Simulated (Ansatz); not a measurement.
Relaxed WS$_{2}$ (2H-MoS2 type, space group P6_3/mmc):

```yaml
crystal:
  lattice:
    - [3.15429, 0.00000, 0.00000]
    - [-1.57715, 2.73170, 0.00000]
    - [0.00000, 0.00000, 12.14086]
  atoms:
    - { symbol: W, position: [0.33333, 0.66667, 0.25000] }
    - { symbol: W, position: [0.66667, 0.33333, 0.75000] }
    - { symbol: S, position: [0.33333, 0.66667, 0.62030] }
    - { symbol: S, position: [0.66667, 0.33333, 0.12030] }
    - { symbol: S, position: [0.66667, 0.33333, 0.37970] }
    - { symbol: S, position: [0.33333, 0.66667, 0.87970] }
```

Scan: atom 5 (S, nearest neighbour W at 2.408 Å; its periodic images, 3.2 Å or more away, move with it) is displaced along Cartesian x, direction (1.000, 0.000, 0.000) in Cartesian axes, by s. The other atoms stay.

All values below come from PBE-D3(BJ) (plane waves to 420 eV, PAW, scalar-relativistic; Ansatz, an electronic-structure program). k mesh 10×10×3 (Γ-centred), Fermi-Dirac smearing 0.05 eV. The energy includes the smearing's −TS. Spin-orbit coupling is left out, though W is heavy. The PAW data are Ansatz's earlier set. WS2 is run without spin polarisation. WS2 was relaxed with its symmetry unable to fall. ΔE is measured from the undisplaced structure.

```
s (Å)   ΔE (meV/cell)
------  -------------
-0.240          298.9
-0.192          191.8
-0.144          108.1
-0.096           48.1
-0.048           12.0
0.000             0.0
0.048            12.0
0.096            48.1
0.144           108.1
0.192           191.8
0.240           298.9
```

Problem. What force constant k = d²E/ds² at s = 0 does the table give?

Solution. 10 eV/Å². It is the second difference of the nearest points, corrected with the next pair.

Problem. With k = 10.45 eV/Å² from the forces, is the well harmonic out to s = 0.240 Å?

Solution. ½ks² = 300.8 meV/cell against the computed 298.9 meV/cell, so the well is close to harmonic there.

(A displaced cell: forces are minus the slopes of the energy, force constants its curvatures, and phonons follow from these.)
